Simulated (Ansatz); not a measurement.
Values for one crystal, relaxed and computed with LDA (plane waves, PAW; program Ansatz); other levels are named.

```yaml
volume_per_atom: 24.22 Å³
band_gap: 2.43 eV (direct)
Vibrational entropy at 300 K: 30.6 J/(K·mol of atoms)
mechanical_stability: stable (all eigenvalues of C positive)
valence_band_maximum: at L
hill_bulk_and_shear_moduli: 14.7 and 10.1 GPa
Static dielectric constant ε0 (ions relaxed, cell fixed): 7.80
```

Question: Which compound is it?
A) MgTe, rock salt
B) NaI, rock salt
C) CuI, P-3m1 (Cu on 2d, I on 2d)
D) RbH, rock salt

Answer: D, RbH, rock salt

Space group Fm-3m (rock salt). The workflow started from a Materials Project entry (that database holds measured and hypothetical structures alike); the Crystallography Open Database files this formula in space group No. 225, but the cells were not matched. Whether it is the stable phase at ambient conditions was not checked. Symmetry was held in the LDA relaxation; phonons on a q-mesh show no instability. Scalar-relativistic: spin–orbit coupling is off unless named, which matters more the heavier the elements.

Potentials: the later of the program's two PAW sets.
